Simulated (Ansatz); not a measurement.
Theory: DFT, PBEsol, plane waves (420 eV) with PAW, scalar-relativistic (Ansatz). The PAW files were generated under PBE, with cores re-solved for the functional.

An element in the diamond structure gives this curve. The cell is scaled uniformly from the relaxed one, with fractional coordinates and shape fixed. Energies are extrapolated to zero smearing, pressures are those at the given smearing. Magnetic state: spin not included.

| V (Å³/atom) | E − E₀ (meV/atom) | P (GPa) |
| --- | --- | --- |
| 35.819 | 77.4 | 5.61 |
| 37.447 | 32.1 | 3.33 |
| 39.076 | 7.5 | 1.46 |
| 40.704 | 0.0 | -0.06 |
| 42.332 | 6.5 | -1.31 |
| 43.960 | 24.6 | -2.34 |
| 45.588 | 52.3 | -3.18 |

Task: Which element is it?
A. magnesium
B. antimony
C. indium
D. tellurium

Result: B. Its fit is V₀ = 40.71 Å³/atom, B₀ = 34 GPa, B₀′ = 3.8.
